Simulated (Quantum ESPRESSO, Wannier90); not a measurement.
Wannierisation of GaSe (R3m)

Materials Project entry mp-11342; symmetrised, unrelaxed at this level. Not found in the COD (Crystallography Open Database) copy used, which has the formula in other groups; not checked further. Computed values, not measurements, from LDA: Quantum ESPRESSO (norm-conserving PseudoDojo potentials, cutoff 69 Ry, no spin polarisation, no spin-orbit coupling) on a Γ-centred 8×8×8 mesh, then Wannier90. Density: 10×10×10 mesh, cold smearing 0.01 Ry. The cell is built of weakly bound layers, chains or molecules, whose nearest atoms lie 4.52 Å apart. Database cells relaxed without dispersion often hold them too far apart, which can enlarge gaps and weakens couplings between them; spacing and stacking were not compared with the measured crystal. Spin-orbit coupling, left out, would split the p-like bands by a few tenths of an eV.

On the energy scale of pw.x, whose zero is arbitrary, the valence-band maximum lies at 6.24 eV.

Input w.win:

```
num_bands = 10
num_wann = 10
exclude_bands = 11-46
num_iter = 1000
conv_tol = 1.0e-6
conv_window = 4
write_hr = true
write_u_matrices = true
auto_projections = true
begin unit_cell_cart
ang
   -1.8870900523    3.2685358490    0.0000000000
   -3.7741801046    0.0000000000    0.0000000000
   -1.8870900523    1.0895119497    8.7047000000
end unit_cell_cart
begin atoms_frac
Ga  -0.0468100000 -0.0468100000  0.1404300000
Ga   0.0464630000  0.0464630000 -0.1393890000
Se   0.2423330000  0.2423330000  0.2730010000
Se   0.4240270000  0.4240270000 -0.2720810000
end atoms_frac
mp_grid = 8 8 8
begin kpoints
0.0000000000 0.0000000000 0.0000000000
0.0000000000 0.0000000000 0.1250000000
0.0000000000 0.0000000000 0.2500000000
... (509 more lines: the 8x8x8 mesh through Gamma)
end kpoints
```

Input of pw2wannier90.x that gives the overlap and projection files (equivalent; here they were cut from one run over all bands):

```
&inputpp
  outdir = './out'
  prefix = 'pwscf'
  seedname = 'w'
  write_amn = .true.
  write_mmn = .true.
  atom_proj = .true.
  atom_proj_exclude = 1 2 3 4 5 6 7 8 9 10 11 12 13 14 15 16 17 18 24 25 26 27 33 34 35 36
/
```

Output w.wout (banner and timings cut):

```
                                    ------
                                    SYSTEM
                                    ------

                              Lattice Vectors (Ang)
                    a_1    -1.887090   3.268536   0.000000
                    a_2    -3.774180   0.000000   0.000000
                    a_3    -1.887090   1.089512   8.704700

                   Unit Cell Volume:     107.38155  (Ang^3)

                        Reciprocal-Space Vectors (Ang^-1)
                    b_1     0.000000   1.922324  -0.240605
                    b_2    -1.664782  -0.961162  -0.240605
                    b_3     0.000000   0.000000   0.721815

 *----------------------------------------------------------------------------*
 |   Site       Fractional Coordinate          Cartesian Coordinate (Ang)     |
 +----------------------------------------------------------------------------+
 | ga   1  -0.04681  -0.04681   0.14043   |   -0.00000   0.00000   1.22240    |
 | ga   2   0.04646   0.04646  -0.13939   |    0.00000  -0.00000  -1.21334    |
 | se   1   0.24233   0.24233   0.27300   |   -1.88709   1.08951   2.37639    |
 | se   2   0.42403   0.42403  -0.27208   |   -1.88709   1.08951  -2.36838    |
 *----------------------------------------------------------------------------*
                                ------------
                                K-POINT GRID
                                ------------

             Grid size =  8 x  8 x  8      Total points =  512

 *---------------------------------- MAIN ------------------------------------*
 |  Number of Wannier Functions               :                10             |
 |  Number of Objective Wannier Functions     :                10             |
 |  Number of input Bloch states              :                10             |
 |  Output verbosity (1=low, 5=high)          :                 1             |
 |  Timing Level (1=low, 5=high)              :                 1             |
 |  Optimisation (0=memory, 3=speed)          :                 3             |
 |  Length Unit                               :               Ang             |
 |  Post-processing setup (write *.nnkp)      :                 F             |
 |  Using Gamma-only branch of algorithms     :                 F             |
 *----------------------------------------------------------------------------*
 *------------------------------- WANNIERISE ---------------------------------*
 |  Total number of iterations                :              1000             |
 |  Number of CG steps before reset           :                 5             |
 |  Trial step length for line search         :             2.000             |
 |  Convergence tolerence                     :         0.100E-05             |
 |  Convergence window                        :                 4             |
 |  Iterations between writing output         :                 1             |
 |  Iterations between backing up to disk     :               100             |
 |  Write r^2_nm to file                      :                 F             |
 |  Write xyz WF centres to file              :                 F             |
 |  Write on-site energies <0n|H|0n> to file  :                 F             |
 |  Use guiding centre to control phases      :                 F             |
 |  Use phases for initial projections        :                 F             |
 *----------------------------------------------------------------------------*
 *-------------------------------- PLOTTING ----------------------------------*
 |  Plotting Hamiltonian in WF basis          :                 T             |
 *----------------------------------------------------------------------------*

       ... (k-mesh section left out)

 Starting a new Wannier90 calculation ...

 Reading overlaps from w.mmn

 Reading projections from w.amn

 *------------------------------- WANNIERISE ---------------------------------*
 +--------------------------------------------------------------------+<-- CONV
 | Iter  Delta Spread     RMS Gradient      Spread (Ang^2)            |<-- CONV
 +--------------------------------------------------------------------+<-- CONV

 ------------------------------------------------------------------------------
 Initial State
  WF centre and spread    1  ( -1.887090,  1.089512,  2.373901 )     0.23350985
  WF centre and spread    2  ( -1.887090,  1.089468,  2.374230 )     0.23362014
  WF centre and spread    3  ( -1.887090,  1.089556,  2.374230 )     0.23362014
  WF centre and spread    4  ( -1.887090,  1.089635,  2.375895 )     0.23341449
  WF centre and spread    5  ( -1.887090,  1.089389,  2.375895 )     0.23341449
  WF centre and spread    6  ( -1.887090,  1.089512, -2.365894 )     0.23350957
  WF centre and spread    7  ( -1.887090,  1.089468, -2.366223 )     0.23361988
  WF centre and spread    8  ( -1.887090,  1.089556, -2.366223 )     0.23361988
  WF centre and spread    9  ( -1.887090,  1.089634, -2.367887 )     0.23341361
  WF centre and spread   10  ( -1.887090,  1.089390, -2.367887 )     0.23341361
  Sum of centres and spreads (-18.870901, 10.895120,  0.040038 )     2.33515564

      0     0.234E+01     0.0000000000        2.3351556354  <-- CONV
        O_D=      0.0000000 O_OD=      0.0002690 O_TOT=      2.3351556 <-- SPRD
 ------------------------------------------------------------------------------
      1    -0.222E-13     0.0000025986        2.3351556354  <-- CONV
        O_D=      0.0000000 O_OD=      0.0002690 O_TOT=      2.3351556 <-- SPRD
      2    -0.440E-13     0.0000025948        2.3351556354  <-- CONV
        O_D=      0.0000000 O_OD=      0.0002690 O_TOT=      2.3351556 <-- SPRD
      3    -0.648E-13     0.0000025874        2.3351556354  <-- CONV
        O_D=      0.0000000 O_OD=      0.0002690 O_TOT=      2.3351556 <-- SPRD
      4    -0.431E-11     0.0000025763        2.3351556354  <-- CONV
        O_D=      0.0000000 O_OD=      0.0002690 O_TOT=      2.3351556 <-- SPRD
             <<<     Delta < 1.000E-06  over  4 iterations     >>>
             <<< Wannierisation convergence criteria satisfied >>>
 Final State
  WF centre and spread    1  ( -1.887090,  1.089512,  2.373901 )     0.23350985
  WF centre and spread    2  ( -1.887090,  1.089468,  2.374230 )     0.23362014
  WF centre and spread    3  ( -1.887090,  1.089556,  2.374230 )     0.23362014
  WF centre and spread    4  ( -1.887090,  1.089635,  2.375895 )     0.23341449
  WF centre and spread    5  ( -1.887090,  1.089389,  2.375895 )     0.23341449
  WF centre and spread    6  ( -1.887090,  1.089512, -2.365894 )     0.23350957
  WF centre and spread    7  ( -1.887090,  1.089468, -2.366223 )     0.23361988
  WF centre and spread    8  ( -1.887090,  1.089556, -2.366223 )     0.23361988
  WF centre and spread    9  ( -1.887090,  1.089634, -2.367887 )     0.23341361
  WF centre and spread   10  ( -1.887090,  1.089390, -2.367887 )     0.23341361
  Sum of centres and spreads (-18.870901, 10.895120,  0.040038 )     2.33515564

         Spreads (Ang^2)       Omega I      =     2.334886635
        ================       Omega D      =     0.000000000
                               Omega OD     =     0.000269001
    Final Spread (Ang^2)       Omega Total  =     2.335155635
```
